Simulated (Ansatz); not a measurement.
An Ansatz (a first-principles code) run. Input:

Ansatz 0.2 input:
```yaml
crystal:
  lattice:
    - [10.3758780761, 0.0, 0.0]
    - [0.0, 4.6849747924, 0.0]
    - [0.0, 0.0, 17.5568173276]
  atoms:
    - { symbol: Cs, position: [0.9178806514, 0.75, 0.6710826775] }
    - { symbol: Cs, position: [0.5821193486, 0.25, 0.1710826774] }
    - { symbol: Cs, position: [0.4178806514, 0.75, 0.8289173225] }
    - { symbol: Cs, position: [0.0821193486, 0.25, 0.3289173226] }
    - { symbol: I, position: [0.5312713092, 0.75, 0.614099038] }
    - { symbol: I, position: [0.9687286908, 0.25, 0.114099038] }
    - { symbol: I, position: [0.0312713092, 0.75, 0.885900962] }
    - { symbol: I, position: [0.4687286908, 0.25, 0.385900962] }
    - { symbol: I, position: [0.1628219008, 0.75, 0.500705241] }
    - { symbol: I, position: [0.3371780992, 0.25, 0.000705241] }
    - { symbol: I, position: [0.6628219008, 0.75, 0.999294759] }
    - { symbol: I, position: [0.8371780992, 0.25, 0.499294759] }
    - { symbol: I, position: [0.2045978105, 0.25, 0.711093829] }
    - { symbol: I, position: [0.2954021895, 0.75, 0.211093829] }
    - { symbol: I, position: [0.7045978105, 0.25, 0.788906171] }
    - { symbol: I, position: [0.7954021895, 0.75, 0.288906171] }
    - { symbol: Sn, position: [0.3416861042, 0.25, 0.5603186831] }
    - { symbol: Sn, position: [0.1583138958, 0.75, 0.0603186831] }
    - { symbol: Sn, position: [0.8416861042, 0.25, 0.9396813169] }
    - { symbol: Sn, position: [0.6583138958, 0.75, 0.4396813169] }
kpoints:
  mp_grid: { grid: [2, 4, 1] }
hamiltonian:
  xc: hse06
  pseudopotentials: { kind: paw }
scf:
  n_extra_bands: 20
  occupations: { method: fixed }
output:
  eigenvalues: true
  eigenstates:
    e_range: [-9.0, 10.9]
    kpoints:
      - [0.0, 0.177083, 0.0]  # VBM
      - [0.5, 0.0, 0.5]  # CBM
      - [0.0, 0.0, 0.0]  # GAMMA
      - [0.5, 0.0, 0.0]  # X
      - [0.0, 0.0, 0.5]  # Z
      - [0.5, 0.0, 0.5]  # U
      - [0.0, 0.5, 0.0]  # Y
      - [0.5, 0.5, 0.0]  # S
      - [0.0, 0.5, 0.5]  # T
      - [0.5, 0.5, 0.5]  # R
```

Output (shortened):

```
Pseudopotential: Cs, paw, valence charge 9
Pseudopotential: I, paw, valence charge 17
Pseudopotential: Sn, paw, valence charge 14
Functional definition: HSE06
davidson cushion auto → on  (no smearing: the cushion is to keep the highest requested band from converging to the state above it …
Crystal: 20 atoms, lattice volume = 853.450 Å³
Basis set: ecut = 420 eV, 16667 PW (Γ)
Bands: 168, of which v1, the nominal top of the filled ones, is band 148 counted from 1 (147 counted from 0)
Symmetry: 8 space group operations
Space group: Pnma (ITA 62), of the structure as read, at distance tolerance 9.5e-5 Å
k-points: 6 of 8
SCF iter   1: F=—  HF=-136953.785345 eV  |F-HF|=—  |Δ(HF+E_count)|=         —  Δρ=8.39e-4  dr2=1.21e-2  ethr=1.77e-3  ⟨swp⟩=16.2  Hψ=4421  notcnv=0
preconditioner: auto → none
SCF iter   2: F=—  HF=-136953.793286 eV  |F-HF|=—  |Δ(HF+E_count)|=   7.94e-3  Δρ=3.92e-4  dr2=1.49e-3  ethr=4.10e-6  ⟨swp⟩=7.7  Hψ=3990  notcnv=0  defer=1
SCF iter   3: F=-136953.794261 eV  HF=-136953.793910 eV  |F-HF|=3.50e-4  |Δ(HF+E_count)|=   6.24e-4  Δρ=1.91e-4  dr2=3.01e-4  ethr=5.02e-7  ⟨swp⟩=4.2  Hψ=2709  notcnv=0  defer=1
SCF 1 stopped early in 3 iterations: F = -136953.794261 eV  dr2 = 3.01e-4
orbital symmetrization limited by the memory budget …
Crystal: 20 atoms, lattice volume = 853.450 Å³
Exchange kernel: α = 0.2500, screened, ω = 0.2079 Å⁻¹, Wigner–Seitz truncation, v(0) = 1043.6320 eV·Å³, q-mesh 2×4×1, nearest image of the exchange supercell L …
Frozen-core exchange: fock
SCF iter   1: F=—  HF=-137046.751484 eV  |F-HF|=—  |Δ(HF+E_count)|=         —  Δρ=2.64e-3  dr2=1.19e-1  ethr=1.02e-6  ⟨swp⟩=9.5  Hψ=5337  notcnv=0
preconditioner: auto → none
SCF iter   2: F=—  HF=-137046.723240 eV  |F-HF|=—  |Δ(HF+E_count)|=   2.82e-2  Δρ=1.16e-3  dr2=4.04e-2  ethr=1.02e-6  ⟨swp⟩=6.0  Hψ=3948  notcnv=0
SCF iter   3: F=—  HF=-137046.717204 eV  |F-HF|=—  |Δ(HF+E_count)|=   6.04e-3  Δρ=5.60e-4  dr2=1.01e-2  ethr=1.02e-6  ⟨swp⟩=5.0  Hψ=3827  notcnv=0
SCF iter   4: F=—  HF=-137046.756760 eV  |F-HF|=—  |Δ(HF+E_count)|=   3.96e-2  Δρ=5.62e-4  dr2=4.28e-3  ethr=1.02e-6  ⟨swp⟩=4.8  Hψ=3701  notcnv=0
SCF iter   5: F=—  HF=-137046.755813 eV  |F-HF|=—  |Δ(HF+E_count)|=   9.47e-4  Δρ=2.38e-4  dr2=8.18e-4  ethr=1.02e-6  ⟨swp⟩=3.0  Hψ=2363  notcnv=0
SCF iter   6: F=—  HF=-137046.755686 eV  |F-HF|=—  |Δ(HF+E_count)|=   1.27e-4  Δρ=7.13e-5  dr2=1.56e-4  ethr=2.15e-7  ⟨swp⟩=4.0  Hψ=2593  notcnv=0
SCF iter   7: F=—  HF=-137046.756347 eV  |F-HF|=—  |Δ(HF+E_count)|=   6.60e-4  Δρ=6.35e-5  dr2=9.90e-5  ethr=2.58e-8  ⟨swp⟩=5.8  Hψ=3368  notcnv=0
iter 8 solved again at ethr=3.35e-10 eV; its pass at ethr=2.58e-8 eV (dr2=9.90e-7 eV) is discarded
SCF iter   8: F=-137046.756323 eV  HF=-137046.756323 eV  |F-HF|=4.97e-7  |Δ(HF+E_count)|=   2.33e-5  Δρ=1.37e-5  dr2=3.95e-6  ethr=3.35e-10  ⟨swp⟩=4.8  Hψ=5815  notcnv=0
SCF 2 stopped early in 8 iterations: F = -137046.756323 eV  dr2 = 3.95e-6
hybrid outer 1: dexx = +4.343e-2 eV, tail = 2.69e-4 eV
Crystal: 20 atoms, lattice volume = 853.450 Å³
Exchange kernel: α = 0.2500, screened, ω = 0.2079 Å⁻¹, Wigner–Seitz truncation, v(0) = 1043.6320 eV·Å³, q-mesh 2×4×1, nearest image of the exchange supercell L …
Frozen-core exchange: fock
SCF iter   1: F=—  HF=-137046.754892 eV  |F-HF|=—  |Δ(HF+E_count)|=         —  Δρ=2.54e-5  dr2=9.95e-6  ethr=4.54e-7  ⟨swp⟩=4.0  Hψ=2406  notcnv=0
preconditioner: auto → none
iter 2 solved again at ethr=2.36e-10 eV; its pass at ethr=2.63e-9 eV (dr2=6.99e-7 eV) is discarded
SCF iter   2: F=—  HF=-137046.754892 eV  |F-HF|=—  |Δ(HF+E_count)|=   1.76e-7  Δρ=1.17e-5  dr2=1.07e-6  ethr=2.36e-10  ⟨swp⟩=2.8  Hψ=5516  notcnv=0
SCF iter   3: F=—  HF=-137046.754895 eV  |F-HF|=—  |Δ(HF+E_count)|=   2.98e-6  Δρ=5.00e-6  dr2=3.63e-7  ethr=2.36e-10  ⟨swp⟩=6.5  Hψ=3523  notcnv=0  defer=6
SCF iter   4: F=-137046.754895 eV  HF=-137046.754895 eV  |F-HF|=5.71e-8  |Δ(HF+E_count)|=   8.50e-8  Δρ=2.32e-6  dr2=6.90e-8  ethr=1.15e-10  ⟨swp⟩=4.0  Hψ=2727  notcnv=0
SCF 3 converged in 4 iterations: F = -137046.754895 eV  dr2 = 6.90e-8
hybrid outer 2: dexx = +2.983e-6 eV, tail = 2.24e-7 eV, Δε = 3.07e-3 eV (about 1.45e-4 eV left of the loop's levels)
the search or the solves at the SCF's close seem to have found levels that the self-consistency loop had missed (the run counts 1) …
NSCF: frozen V_eff on 10 k-points
hybrid SCF converged: 2 outer / 12 inner (+3 warm-up), last move |dexx| = 2.98e-6 eV, tail = 2.24e-7 eV
Stability not checked (fock_operator)
Free energy (F): -137046.754894 eV
Frozen-core exchange: fock
Harris-Foulkes:  -137046.754894 eV  (|F-HF|=5.71e-8)
Internal energy: -137046.754894 eV  (E = F + TS)
E sigma→0 (E₀):  -137046.754894 eV
Fermi energy:    4.812902 eV
--- Per-component energies (eV) ---
  E_band       = -5984.917622
  E_kinetic    = 3571.871630
  E_local      = -32417.842575  (includes V_loc(G=0)·N_el)
  E_nonlocal   = -1108.438148
  E_hartree    = 16742.237146
  E_xc         = -3006.452832
  E_vxc        = -1956.283027  (∫ρ·V_xc dr)
  E_exx        = -811.581175  (= α·E_x^exact, valence–valence)
  E_paw        = -94633.926672  (= ΣΔE_a)
  E_vpaw       = -5935.555280  (= ΣTr[D̂ρ^β])
  E_aug_tail   = -0.000139  (compensation charges beyond the density's cutoff)
  E_ewald      = -25378.736169
  E_core_change = -3.885962  (= ΣΔE_core)
  E_smearing   =  0.000000  (= −TS)
  E_closure    = 0.000000  (closes the sum)
  Σ components = -137046.754894   (vs F -137046.754894, Δ=2.91e-11)
  [band-id]    e_kinetic+e_local+e_nonlocal+2·e_hartree+e_vxc+2·e_exx+e_vpaw+e_augmentation_tail = -5984.935596   (vs E_band -5984.917622, Δ=-1.80e-2)
--- Band table (eV; the first three rows and the last of 6) ---
  k-point 0: bands = ["-41.9907", "-41.9907", "-41.9907", "-41.9907", "-41.9886", "-41.9886", "-41.9886", "-41.9885", "-41.9749", "-41.9749", "-41.9749", "-41.9749", "-41.9735", "-41.9735", "-41.9735", "-41.9735", "-41.9708", "-41.9708", "-41.9708", …
  k-point 1: bands = ["-41.9907", "-41.9907", "-41.9907", "-41.9907", "-41.9885", "-41.9885", "-41.9885", "-41.9885", "-41.9749", "-41.9749", "-41.9749", "-41.9749", "-41.9735", "-41.9735", "-41.9735", "-41.9735", "-41.9708", "-41.9708", "-41.9708", …
  k-point 2: bands = ["-41.9907", "-41.9907", "-41.9907", "-41.9907", "-41.9884", "-41.9884", "-41.9884", "-41.9884", "-41.9749", "-41.9749", "-41.9749", "-41.9749", "-41.9735", "-41.9735", "-41.9735", "-41.9735", "-41.9708", "-41.9708", "-41.9708", …
  k-point 5: bands = ["-41.9907", "-41.9907", "-41.9907", "-41.9907", "-41.9884", "-41.9884", "-41.9884", "-41.9884", "-41.9749", "-41.9749", "-41.9749", "-41.9749", "-41.9735", "-41.9735", "-41.9735", "-41.9735", "-41.9708", "-41.9708", "-41.9708", …
```

Cost: roughly 50 core-minutes on shared cores.

The points marked VBM and CBM come from a semilocal run.

The cell was relaxed with PBEsol under the symmetry of its start. Scalar-relativistic: spin–orbit coupling is off unless named, which matters more the heavier the elements.

Potentials: the later of the program's two PAW sets.

Ansatz is a plane-wave DFT program.
